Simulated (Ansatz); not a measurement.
## CsCdCl₃: energy along a strain

CsCdCl₃, Pm-3m, a = 5.200 Å (as given, not relaxed at this level: 1.3 GPa). The structure is a COD entry; whether it is the stable form wasn't checked. Ansatz: r2SCAN, PAW, 500 eV, Γ-centred 6×6×6 mesh on 5 atoms, Gaussian smearing 0.05 eV; no spin polarisation. Cell vectors (Å): 5.200 0.000 0.000; 0.000 5.200 0.000; 0.000 0.000 5.200. The cell is strained by x per cent times the pattern (0 1 0 0 0 0) in the order xx yy zz yz xz xy (engineering shears), with fractional coordinates held. y is the free energy over the start, V0 = 28.122 Å³/atom.

| x (%) | y (meV/atom) |
| --- | --- |
| -2.00 | ? |
| -1.50 | 4.92 |
| -1.00 | 2.93 |
| -0.50 | 1.29 |
| 0.00 | 0.00 |
| 0.50 | -0.96 |
| 1.00 | -1.62 |
| 1.50 | -1.98 |
| 1.75 | -2.05 |
| 2.00 | -2.06 |

Fit y = c1 x + c2 x² + c3 x³ to the other rows, get the stiffness along the pattern, and predict the missing energy.

Least squares on the rows shown. y = −2.251 x + 0.6540 x² − 0.02165 x³. The clamped-ion stiffness p·C·p = 2 × 6.540 eV × 160.2 / 28.122 Å³ = 75 GPa, which is C22 in these axes (C11 of the cubic crystal) (second derivative at the start, which stands under stress). At x = -2.00 the fit asked for gives 7.29 meV/atom. The run gave 7.30 meV/atom, so the fit is 0.01 meV/atom too low, a small miss on the scale of the series.

Symmetry holds off the tilts and polar distortions that many cubic perovskites undergo.